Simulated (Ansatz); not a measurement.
BAs in space group P-6m2 (No. 187; B on 1a, As on 1f), PBE in the plane-wave PAW code Ansatz, all energies at zero smearing, with the estimated change up to a 700 eV cutoff added, with one set of potentials and settings (totals compare only within such a set). Cell of 2 atoms (1 B, 1 As): -5009.877 eV.

| element | reference phase | E (eV/atom) |
|---|---|---|
| B | R-3m, 12 atoms in the cell | -155.9161 |
| As | R-3m, 2 atoms in the cell | -4856.1377 |

Formation energy per atom, worked out: (-5009.877 − 1×(-155.9161) − 1×(-4856.1377))/2 = 1.088 eV/atom (105 kJ per mol of atoms), at 0 K, without zero-point energy or fitted corrections.

A made-up cell: these elements were put on the sites of a structure type; neither database checked (COD, Materials Project) lists it. It is not the phase usual at ambient conditions (space group No. 216). The PBE relaxation kept the symmetry of its start; its stability against distortions is not shown here. The references are the lowest solids computed at this level, not always the standard phases.

Potentials: the later of the program's two PAW sets.
